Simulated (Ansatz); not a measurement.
Phonons of a relaxed structure of TiO2 by density-functional perturbation theory (low response-accuracy setting, no LO–TO term) at Γ and zone-boundary points with q components 0 or ½ of the primitive reciprocal vectors. Calculation: PBE (plane waves to 420 eV, PAW, scalar-relativistic; Ansatz, a first-principles code). Γ-centred k-mesh 10×10×10, Fermi–Dirac smearing 0.05 eV.

```
TiO2
1.0
   -1.89921     1.89921     4.85192
    1.89921    -1.89921     4.85192
    1.89921     1.89921    -4.85192
Ti O
2 4
Cartesian
  0.00000   0.00000   4.85192
  1.89921   0.00000   2.42596
  0.00000   0.00000   2.84904
  1.89921   0.00000   0.42308
  1.89921   0.00000   4.42885
  0.00000   0.00000   6.85481
```

Space group I4₁/amd (No. 141), anatase type.

| q | wavenumbers (cm⁻¹; i marks imaginary) |
|---|---|
| Γ | 0 (×3), 111 (×2), 174 (×2), 207 (×2), 302, 360, 395 (×2), 478, 496, 522, 599 (×2) |
| N (½, 0, 0) | 99, 117, 139, 191, 233, 258, 268, 271, 311, 340, 363, 405, 452, 484, 504, 593, 726, 771 |
| X (½, ½, 0) | 122 (×2), 159 (×2), 318 (×2), 345 (×2), 365 (×2), 439 (×2), 476 (×2), 570 (×2), 786 (×2) |
| M (½, ½, ½) | 69 (×2), 124 (×2), 146 (×2), 234 (×2), 267 (×2), 358 (×2), 466 (×2), 601 (×2), 625 (×2) |

No instability shows at these points (nothing beyond 15i cm⁻¹, the threshold used here). Other wavevectors were not sampled, so this does not prove stability.

No spin polarisation in the result.
